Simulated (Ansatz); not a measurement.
Problem. Ge in space group Fd-3m (No. 227; Ge on 8b, Ge on 32e, Ge on 96g) is relaxed with the program Ansatz at the r²SCAN level (PAW). What lattice parameters of the conventional cell result?

Solution. a = 15.245 Å.

Problem. Give the free coordinates with the occupied sites.

Solution. In one choice of origin and axes:

| atom | site | symmetry | x | y | z |
|---|---|---|---|---|---|
| Ge | 8b | -43m | 0.5000 | 0.5000 | 0.5000 |
| Ge | 32e | .3m | 0.4081 | 0.4081 | 0.4081 |
| Ge | 96g | ..m | 0.0576 | 0.0576 | 0.2546 |

Problem. Is it a metal or does it have a gap at this level?

Solution. A gap of 1.07 eV, direct.

The first step of the workflow began from a Materials Project structure, measured or hypothetical. Its sites differ from those of the usual phase in this space group: another stacking or structure type. Symmetry was held in the r²SCAN relaxation; whether a distortion lowers the energy is not shown. Spin–orbit coupling is left out wherever it is not named.

Potentials: the earlier of the program's two PAW sets. The files were generated under PBE; for other functionals the program regenerates the frozen cores, and for LDA and PBEsol the local potential too.
